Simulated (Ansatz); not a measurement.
## TaGe$_{2}$: from a starting cell to a relaxed one

The start is a generated cell, TaGe2 placed in the MoSi2 structure type. The structure is fully relaxed (lattice and positions, P = 0) with r2SCAN (plane waves to 500 eV, PAW, scalar-relativistic; Ansatz, a quantum-chemistry and plane-wave program). The first steps use a coarse 10×10×10 k-mesh.

Initial structure:
```
CELL_PARAMETERS angstrom
     -1.67596     1.67596     4.10198
      1.67596    -1.67596     4.10198
      1.67596     1.67596    -4.10198
ATOMIC_POSITIONS crystal
  Ta 0.00000 0.00000 0.00000
  Ge 0.33530 0.33530 0.00000
  Ge 0.66470 0.66470 0.00000
```

Problem. How much energy is released per atom?

Solution. 0.02 eV/atom.

Problem. How does the volume per atom move from start to end?

Solution. +4.7 %, from 15.36 to 16.09 Å³/atom.

Problem. How do the shortest distances between atoms change?

Solution. The closest pairs of elements (up to four, under 3.6 Å), start → end: Ge–Ge 2.70 → 2.77 Å; Ge–Ta 2.73 → 2.76 Å; Ta–Ta 3.35 → 3.38 Å.

Problem. What band gap does the relaxed structure have at this level?

Solution. No gap (metallic).

Problem. Write out the relaxed structure.

Solution. 
```cif
data_Ge4Ta2
_chemical_formula_sum 'Ta2 Ge4'
_space_group_name_H-M_alt 'I4/mmm'
_space_group_IT_number 139
_space_group_name_Hall '-I 4 2'
_cell_length_a 3.37823
_cell_length_b 3.37823
_cell_length_c 8.45716
_cell_angle_alpha 90.000
_cell_angle_beta 90.000
_cell_angle_gamma 90.000
loop_
_atom_site_label
_atom_site_type_symbol
_atom_site_symmetry_multiplicity
_atom_site_Wyckoff_symbol
_atom_site_fract_x
_atom_site_fract_y
_atom_site_fract_z
_atom_site_occupancy
Ta1 Ta 2 a 0.00000 0.00000 0.00000 1
Ge1 Ge 4 e 0.00000 0.00000 0.33616 1
```
(The calculation used a cell of 3 atoms; values per cell refer to that cell.)

The space group stays I4/mmm (No. 139) (the run could not lower it), with 3 atoms in the primitive cell. Final values are on a 19×19×19 k-mesh of the relaxed cell. No spin polarisation in the result. The relaxed primitive cell holds an odd number of electrons. A magnetic state may lie lower.

The run could not lose the symmetry of its start; a randomly shaken copy of 6 atoms returns to this structure.

The relaxed structure here is a generated cell of TaGe2: the first start was made by placing the elements on the sites of a structure type, and the end was not matched to a known phase here, so it may be hypothetical.
